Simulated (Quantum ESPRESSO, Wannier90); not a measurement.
# SnTe (rock salt): Wannier90 run

Structure: Materials Project mp-1883, symmetrised, not relaxed again. COD (Crystallography Open Database) has an entry of this formula and space group (matched by these alone). Level: PBEsol, no spin polarisation, no spin-orbit coupling; pw.x of Quantum ESPRESSO at 66 Ry with PseudoDojo potentials, 8×8×8 k-points, Wannier90. Density: 8×8×8 mesh, cold smearing 0.01 Ry. Spin-orbit coupling is left out although heavy elements are present.

On the energy scale of pw.x, whose zero is arbitrary, the Fermi level lies at 9.31 eV.

Isolated groups of bands, relative to the Fermi level (bands from 12 on overlap up to the last one computed):

```tsv
bands	from (eV)	to (eV)	filling	weight on atomic waves
1–5	-36.95	-36.94	filled	Te 4d 100 %
6–10	-21.82	-21.79	filled	Sn 4d 100 %
11	-12.59	-11.04	filled	Te 5s 78 %, Sn 5p 14 %, Sn 5s 7 %
```

Input w.win:

```
num_bands = 15
num_wann = 8
exclude_bands = 1-10
num_iter = 800
conv_tol = 1.0e-7
conv_window = 4
dis_num_iter = 1000
dis_conv_tol = 1.0e-7
dis_froz_max = 1.50
write_hr = true
write_u_matrices = true
begin projections
Sn: s;p
Te: s;p
end projections
begin unit_cell_cart
ang
    0.0000000000    3.1858150000    3.1858150000
    3.1858150000    0.0000000000    3.1858150000
    3.1858150000    3.1858150000    0.0000000000
end unit_cell_cart
begin atoms_frac
Sn   0.0000000000  0.0000000000  0.0000000000
Te   0.5000000000  0.5000000000  0.5000000000
end atoms_frac
mp_grid = 8 8 8
begin kpoints
0.0000000000 0.0000000000 0.0000000000
0.0000000000 0.0000000000 0.1250000000
0.0000000000 0.0000000000 0.2500000000
... (509 more lines: the 8x8x8 mesh through Gamma)
end kpoints
```

The run ends without an error message, but its bands miss those of pw.x by 220 meV rms and 0.85 eV at worst (states up to 1.0 eV relative to the Fermi level).

Question: What is the mistake?

Answer: Window typed relative to the reference level, not as an absolute energy. With that mended (8 functions from bands 11-25 of the 25 computed, start hydrogen-like Sn: s;p; Te: s;p, frozen window up to 1.50 eV relative to the Fermi level, outer window open) the misfit is 4.4 meV rms.
